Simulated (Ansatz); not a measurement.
A geometry of C away from equilibrium: step 3 of the relaxation of a relaxed C cell, doubled along one cell vector, shaken by Gaussian noise of σ = 0.08 Å a coordinate. Method: r2SCAN (plane waves to 500 eV, PAW, scalar-relativistic; Ansatz, a program for electronic structure). Γ-centred k-mesh 11×11×6 on the run's cell (coarser than for final values), Fermi–Dirac smearing 0.05 eV.

```yaml
crystal:
  lattice:
    - [0.02398, 1.79224, 1.78940]
    - [1.79287, 0.01651, 1.79687]
    - [3.59294, 3.60662, 0.02582]
  atoms:
    - { symbol: C, position: [0.45697, 0.51806, 0.25179] }
    - { symbol: C, position: [0.46032, 0.51747, 0.75510] }
    - { symbol: C, position: [0.72469, 0.77077, 0.37971] }
    - { symbol: C, position: [0.71315, 0.76838, 0.87568] }
```

Task: Give the Cartesian forces on all atoms (eV/Å).

Result: 
```json
[
 {"atom": "C1", "Fx": "0.24", "Fy": "1.33", "Fz": "1.16"},
 {"atom": "C2", "Fx": "-0.45", "Fy": "-0.18", "Fz": "0.46"},
 {"atom": "C3", "Fx": "-0.33", "Fy": "-1.47", "Fz": "-1.27"},
 {"atom": "C4", "Fx": "0.53", "Fy": "0.33", "Fz": "-0.35"}
]
```

Task: What is the pressure?

Result: -3.4 GPa, compression positive.

Task: How far above the relaxed end point is this geometry?

Result: 0.02 eV/atom; the path ends in Fd-3m (No. 227) (diamond type).

No spin polarisation in the result.
